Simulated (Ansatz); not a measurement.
Notes on CuBiF3

```
CELL_PARAMETERS angstrom
5.81000 0.00000 0.00000
-2.90500 5.03161 0.00000
-2.90500 1.67720 4.81963
ATOMIC_POSITIONS crystal
Bi 0.00000 0.00000 0.00000
Bi 0.50000 0.50000 0.50000
Cu 0.22288 0.77712 0.66864
Cu 0.72288 0.27712 0.16864
F 0.40564 0.06156 0.86632
F 0.93844 0.47776 0.86632
F 0.52224 0.59436 0.86632
F 0.43844 0.09436 0.36632
F 0.02224 0.56156 0.36632
F 0.90564 0.97776 0.36632
```

Level: PBEsol, no spin polarisation; 420 eV; 7×7×7 Γ-centred mesh; fermi-dirac occupations (width 0.1 eV); Ansatz 0.2.0, fixed geometry.

Task: Which element gives electrons and which takes them?

Result: Bader charges in e: Cu +0.88, Bi +1.47, F -0.78. In the mean Bi gives up most and F takes most.

Task: Where is the largest force?

Result: The largest is on Bi1 (and as large on other atoms): 0.38 eV/Å, components (0.00, 0.00, -0.38). It makes 137° with the line to a nearest neighbour, F9 at 2.40 Å, pointing away from it.

Task: What do density and ELF say about some of the short contacts?

Result: Cu–F at 2.03 Å: least valence density 0.46 e/Å³ and ELF 0.10 there. Bi–F at 2.40 Å: least valence density 0.35 e/Å³ and ELF 0.18 there. These are pseudo-fields; inside the PAW spheres they differ from the all-electron ones.

Task: What is the formation energy?

Result: -1.24 eV an atom against the elements' usual phases (free molecules for gases, crystals otherwise, with no correction for O₂ or N₂), so it is bound against them; other compounds may still compete. Relaxing would lower it.

Task: Is the cell too large or too small?

Result: The pressure is 4.5 GPa (compression positive), so with the atoms held at these fractions the cell would first expand.

Task: What happens at the Fermi level?

Result: It is a metal, with about 7.2 states/eV a cell as the mean within 0.25 eV of the Fermi level, mostly Bi p (48 %), Cu d (30 %) and F p (15 %).

Origin: a known structure type with other elements, at an estimated volume, so it need not be a known compound. Caveats: many states at the Fermi level without spin polarisation, so a magnetic state may lie lower; the Fermi level lies in a narrow band between gaps, which spin or distortion may split.
